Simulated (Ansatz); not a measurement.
PbSe:
```
CELL_PARAMETERS angstrom
      0.00000     3.05122     3.05122
      3.05122     0.00000     3.05122
      3.05122     3.05122     0.00000
ATOMIC_POSITIONS crystal
  Se 0.00000 0.00000 0.00000
  Pb 0.50000 0.50000 0.50000
```

Relaxed with PBEsol. Special points in fractions of this cell's reciprocal vectors: Γ (0.000, 0.000, 0.000); X (0.500, 0.000, 0.500); U (0.625, 0.250, 0.625); K (0.375, 0.375, 0.750); L (0.500, 0.500, 0.500); W (0.500, 0.250, 0.750).

List the band energies nearest the valence-band maximum at these points for PBEsol in the plane-wave PAW code Ansatz.

In eV from the valence-band maximum; about four levels below and three above (degenerate sets whole), none deeper than 8.9 eV; points with the same levels are listed once.

| k | below | above |
|---|---|---|
| Γ | -6.32 -1.93 -1.93 -1.93 | 4.69 4.69 4.69 |
| X | -7.42 -5.11 -3.32 -3.32 | 3.53 5.61 5.61 |
| U | -8.10 -4.70 -2.80 -2.46 | 3.33 3.99 5.41 |
| L | -8.89 -1.51 -1.51 0.00 | 0.17 1.62 1.62 |
| W | -8.08 -4.34 -4.34 -0.81 | 1.82 4.88 4.88 |

Space group Fm-3m (rock salt). The PBEsol relaxation kept the symmetry of its start. Scalar-relativistic: spin–orbit coupling is off unless named, which matters more the heavier the elements.

Potentials: the later of the program's two PAW sets.
